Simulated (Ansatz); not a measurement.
Ge (diamond) was relaxed and computed twice in Ansatz (plane waves, PAW), once with PBE and once with PBEsol.

```json
[
 {"": "cell", "run 1": "a = b = c = 5.7617 Å, α = β = γ = 90.00°", "run 2": "a = 5.6755 Å, b = 5.6755 Å, c = 5.6755 Å, α = 90.00°, β = 90.00°, γ = 90.00°"},
 {"": "B₀ by P(V) fit (GPa)", "run 1": "58.5", "run 2": "67.1"}
]
```

**Question.** Which run used which functional?

**Answer.** Run 1 is PBE, run 2 is PBEsol.

All cells were relaxed under the symmetry of their starts (and spin orders); stability against distortions was not tested throughout. Scalar-relativistic: spin–orbit coupling is off unless named, which matters more the heavier the elements.

Potentials: the earlier of the program's two PAW sets. The files were generated under PBE; for other functionals the program regenerates the frozen cores, and for LDA and PBEsol the local potential too.

Ansatz (an electronic-structure program) is a plane-wave DFT program.
